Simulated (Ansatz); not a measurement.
TiO (space group C2/m)

```yaml
crystal:
  lattice:
    - [4.60386, -2.06169, 0.00000]
    - [4.60386, 2.06169, 0.00000]
    - [-1.71751, 0.00000, 5.49664]
  atoms:
    - { symbol: Ti, position: [0.65216, 0.65216, 0.32404] }
    - { symbol: Ti, position: [0.34784, 0.34784, 0.67596] }
    - { symbol: Ti, position: [0.66487, 0.66487, 0.83042] }
    - { symbol: Ti, position: [0.33513, 0.33513, 0.16958] }
    - { symbol: Ti, position: [0.00000, 0.00000, 0.50000] }
    - { symbol: O, position: [0.50000, 0.50000, 0.00000] }
    - { symbol: O, position: [0.83059, 0.83059, 0.16809] }
    - { symbol: O, position: [0.16941, 0.16941, 0.83191] }
    - { symbol: O, position: [0.83075, 0.83075, 0.65839] }
    - { symbol: O, position: [0.16925, 0.16925, 0.34161] }
```

The volume is varied about the relaxed value V₀ at fixed cell shape. The atoms relax within the cell's symmetry.

These are PBEsol (plane waves to 420 eV, PAW, scalar-relativistic; Ansatz, a first-principles code) values and carry that method's errors. k mesh 12×12×8 (Γ-centred), Fermi-Dirac smearing 0.05 eV. The energy includes the smearing's −TS. Compression counts positive. With the shape held, the modulus is that of even scaling; a crystal free to change shape is softer. TiO is run without spin polarisation and with no Hubbard U. TiO was relaxed with its symmetry unable to fall. ΔE is measured from the relaxed starting cell. The last digit holds for this mesh only.

```tsv
V (Å³/atom)	ΔE (meV/atom)
9.808	27.6
9.965	15.1
10.122	6.5
10.278	1.6
10.435	0.0
10.591	1.5
10.748	5.9
10.904	13.0
11.061	withheld
```

Q: Fit a third-order Birch-Murnaghan form (E₀, V₀, B₀, B₀′ free) to the given rows and predict ΔE at V = 11.061.

A: Least squares on the 8 given rows: ΔE = E₀ + (9V₀B₀/16)·y²·[2 + (B₀′ − 4)y], y = (V₀/V)^(2/3) − 1, with V₀ = 10.435 Å³/atom, B₀ = 212.3 GPa (160.2 GPa = 1 eV/Å³; the term in eV is multiplied by 1000), B₀′ = 3.93, E₀ = -0.01 meV/atom; root-mean-square residual 0.02 meV/atom. At 11.061 the fit gives 22.6 meV/atom; the calculation gives 22.5 meV/atom, so the extrapolation is off by 0.1 (+0.4 %). For the pressure the fit gives -11.0 GPa against the computed -11.0 GPa.

(A scan under strain: stresses follow from slopes of the energy per volume, elastic moduli from its curvatures.)
